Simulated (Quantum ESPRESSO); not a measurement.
```cif
data_As4Ga4
_chemical_formula_sum 'Ga4 As4'
_space_group_name_H-M_alt 'F-43m'
_space_group_IT_number 216
_space_group_name_Hall 'F -4 2 3'
_cell_length_a 5.66046
_cell_length_b 5.66046
_cell_length_c 5.66046
_cell_angle_alpha 90.000
_cell_angle_beta 90.000
_cell_angle_gamma 90.000
loop_
_atom_site_label
_atom_site_type_symbol
_atom_site_symmetry_multiplicity
_atom_site_Wyckoff_symbol
_atom_site_fract_x
_atom_site_fract_y
_atom_site_fract_z
_atom_site_occupancy
Ga1 Ga 4 a 0.00000 0.00000 0.00000 1
As1 As 4 c 0.25000 0.25000 0.25000 1
```
(The calculation used a cell of 2 atoms; values per cell refer to that cell.)

Cell and atoms were relaxed with PBEsol from Materials Project entry mp-2534, within its symmetry.

Problem. What does PBEsol (pw.x of Quantum ESPRESSO, ONCV potentials, with spin-orbit coupling) give for the electronic structure near the Fermi level?

Solution. The PBEsol gap is direct, 0.31 eV at Γ.
